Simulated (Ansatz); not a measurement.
CoPtRh:
```yaml
crystal:
  lattice:
    - [2.70400, 0.00000, 0.00000]
    - [-1.35200, 2.34173, 0.00000]
    - [0.00000, 0.00000, 6.56264]
  atoms:
    - { symbol: Co, position: [0.00000, 0.00000, 0.99383] }
    - { symbol: Pt, position: [0.33333, 0.66667, 0.32187] }
    - { symbol: Rh, position: [0.66667, 0.33333, 0.68430] }
```
The run is spin-polarised; directions of the spins, atom by atom: ↑ 0 ↑.

This is the PBE-relaxed structure.

Task: All from the program Ansatz at the PBE level (PAW), unless another level is named. Predict the density of states at the Fermi level.

Result: 1.4 states/eV per atom (mean over ±0.08 eV).

Task: Next, the formation energy from the elements (no fitted shifts)?

Result: 0.001 eV/atom.

Space group P3m1. The start of the workflow was typed in or built on a structure type; neither database checked (COD, Materials Project) lists it. Its standing as an ambient phase is unchecked. The PBE relaxation kept the symmetry of its start; its stability against distortions is not shown here. The final state is ferromagnetic, chosen from 3 collinear starts compared on coarse meshes (ties went to the first, and starts can fall back to one state), not a proven ground state. The references are the lowest solids computed at this level, not always the standard phases. Scalar-relativistic: spin–orbit coupling is off unless named, which matters more the heavier the elements.

Potentials: the later of the program's two PAW sets.
